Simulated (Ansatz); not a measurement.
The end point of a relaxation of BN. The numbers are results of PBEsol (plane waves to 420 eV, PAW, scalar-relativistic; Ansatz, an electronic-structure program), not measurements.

```cif
data_B2N2
_chemical_formula_sum 'B2 N2'
_space_group_name_H-M_alt 'P 1'
_space_group_IT_number 1
_cell_length_a 2.48324
_cell_length_b 2.48324
_cell_length_c 4.00409
_cell_angle_alpha 90.000
_cell_angle_beta 90.000
_cell_angle_gamma 120.000
loop_
_space_group_symop_operation_xyz
  'x, y, z'
loop_
_atom_site_label
_atom_site_type_symbol
_atom_site_fract_x
_atom_site_fract_y
_atom_site_fract_z
_atom_site_occupancy
B1 B 0.00000 0.00000 0.00000 1
B2 B 0.00000 0.00000 0.50000 1
N1 N 0.33333 0.66667 0.25000 1
N2 N 0.66667 0.33333 0.75000 1
```

Determine the symmetry and give the standard cell with its independent sites.

Space group P6₃/mmc (No. 194); a = b = 2.4832 Å, c = 4.0041 Å, α = β = 90.00°, γ = 120.00°

| atom | site | symmetry | x | y | z |
|---|---|---|---|---|---|
| B | 2a | -3m. | 0.0000 | 0.0000 | 0.0000 |
| N | 2c | -6m2 | 0.3333 | 0.6667 | 0.2500 |

This is the NiAs type.

Give the shortest distances between elements (the closest pairs, up to four, under 3.6 Å).

B–N 1.75 Å; B–B 2.00 Å; N–N 2.46 Å.

- Volume per atom = 5.35 Å³
- Band gap = 1.57 eV, indirect (valence top at 32 % of the way from Γ to M, conduction bottom at K) (no spin-orbit coupling)
- Smallest direct gap = 5.23 eV at k = (0.2667, 0.2667, 0.25)

No spin polarisation in the result.

The run could not lose the symmetry of its start.

All atoms sit on sites fixed by symmetry, so only the cell could relax.
